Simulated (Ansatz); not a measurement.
CaO:
```cif
data_CaO
_chemical_formula_sum 'Ca1 O1'
_space_group_name_H-M_alt 'P 1'
_space_group_IT_number 1
_cell_length_a 3.68658
_cell_length_b 3.68658
_cell_length_c 3.68658
_cell_angle_alpha 60.000
_cell_angle_beta 60.000
_cell_angle_gamma 60.000
loop_
_space_group_symop_operation_xyz
  'x, y, z'
loop_
_atom_site_label
_atom_site_type_symbol
_atom_site_fract_x
_atom_site_fract_y
_atom_site_fract_z
_atom_site_occupancy
Ca1 Ca 0.00000 0.00000 0.00000 1
O1 O 0.25000 0.25000 0.25000 1
```

Relaxed with r²SCAN. The program Ansatz at the r²SCAN level (PAW) gives a gap of 3.76 eV.

Question: What gap does HSE06 give on the same cell (Ansatz, PAW)?

Answer: 4.73 eV, 0.97 eV more. The hybrid was solved on a coarser mesh and at special points; its gap is the smallest among all of these.

| k | v1 r²SCAN | c1 r²SCAN | v1 HSE06 | c1 HSE06 |
|---|---|---|---|---|
| Γ | -0.62 | 3.76 | -0.62 | 4.73 |
| X | 0.00 | 5.36 | ? | ? |
| L | -0.36 | 6.60 | ? | ? |
| W | 0.00 | 5.40 | ? | ? |
| K | -0.10 | 5.46 | ? | ? |

Question: Top valence (v1) and lowest conduction level (c1) in eV from each method's valence maximum (which need not be a listed point): supply the withheld HSE06 values.

Answer: 
- X, v1 HSE06: 0.00
- X, c1 HSE06: 6.52
- K, v1 HSE06: -0.10
- K, c1 HSE06: 6.64
- W, v1 HSE06: 0.00
- W, c1 HSE06: 6.58
- L, v1 HSE06: -0.35
- L, c1 HSE06: 7.85

Cost on shared cores: the r²SCAN run (SCF on a 9×9×9 mesh, then bands and DOS) around 18 core-seconds (rough), the HSE06 run (SCF on 7×7×7, then a few points) around 70 core-seconds (rough); the tasks are unlike.

Space group F-43m (zinc blende). The start of the workflow was typed in or built on a structure type; neither database checked (COD, Materials Project) lists it. It is not the phase usual at ambient conditions (space group No. 225). The cell was relaxed with r²SCAN under the symmetry of its start; whether a distortion lowers the energy is not shown.

Potentials: the earlier of the program's two PAW sets.
